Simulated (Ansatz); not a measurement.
A relaxation computed with Ansatz, from input to last step.

```yaml
crystal:
  lattice:
    - [2.7816198964, 0.0, 0.0]
    - [0.0, 2.7816198964, 0.0]
    - [0.0, 0.0, 3.4531405199]
  atoms:
    - { symbol: Cu, position: [0.5, 0.5, 0.5] }
    - { symbol: Au, position: [0.0, 0.0, 0.0] }
basis:
  ecutwfc: 420
kpoints:
  mp_grid: { grid: [14, 14, 12] }
hamiltonian:
  xc: pbesol
scf:
  occupations: { method: gaussian, width: 0.1 }
output:
  forces: true
  stress: true
  eigenvalues: true
  write_density: true
  write_potential: true
  elf: true
  volumetric_format: npy
relax:
  adjacent_minimum: "off"
  f_tol: 0.01
  max_steps: 30
  cell: { stress_tol: 0.1, fix: [volume] }
```

```bash
ansatz run input.yaml --threads 1 --pin off --max-ram 2560MiB --backend cpu --events-out ev --progress --plain --runs-dir out
```

These are results of DFT PBEsol, scalar-relativistic, plane waves, PAW in Ansatz 0.2.0, not measurements.

The volume is held at 0.94 times that of the relaxed cell.

Of 4 frames 3 are shown, positions in Å and forces in eV/Å; the SCF threshold varies from step to step. Steps run on the plane waves of an earlier cell, with a Pulay correction in the pressure. The basis is chosen afresh for the last frame, the zero of the energies, and at times for earlier ones too; energy and pressure step there, also at an unchanged geometry.

```xyz
2
Lattice="2.7816 0.0000 0.0000 0.0000 2.7816 0.0000 0.0000 0.0000 3.4531" Properties=species:S:1:pos:R:3:forces:R:3 pbc="T T T" step=1 free_energy_over_end_meV_per_atom=0.06 pressure_GPa=12.50
Cu    1.3908    1.3908    1.7266    0.0000    0.0000    0.0000
Au    0.0000    0.0000    0.0000    0.0000    0.0000    0.0000
2
Lattice="2.7830 0.0000 0.0000 0.0000 2.7830 0.0000 0.0000 0.0000 3.4497" Properties=species:S:1:pos:R:3:forces:R:3 pbc="T T T" step=2 free_energy_over_end_meV_per_atom=0.04 pressure_GPa=12.49
Cu    1.3915    1.3915    1.7249    0.0000    0.0000    0.0000
Au    0.0000    0.0000    0.0000    0.0000    0.0000    0.0000
2
Lattice="2.7896 0.0000 0.0000 0.0000 2.7896 0.0000 0.0000 0.0000 3.4333" Properties=species:S:1:pos:R:3:forces:R:3 pbc="T T T" step=4 free_energy_over_end_meV_per_atom=0.00 pressure_GPa=12.46
Cu    1.3948    1.3948    1.7167    0.0000    0.0000    0.0000
Au    0.0000    0.0000    0.0000    0.0000    0.0000    0.0000
```

It took 33 s on 1 thread of Arm Neoverse V2 (shared host), peak memory 0.43 GiB.

Spin–orbit coupling is left out, which can shift energies with elements as heavy as these.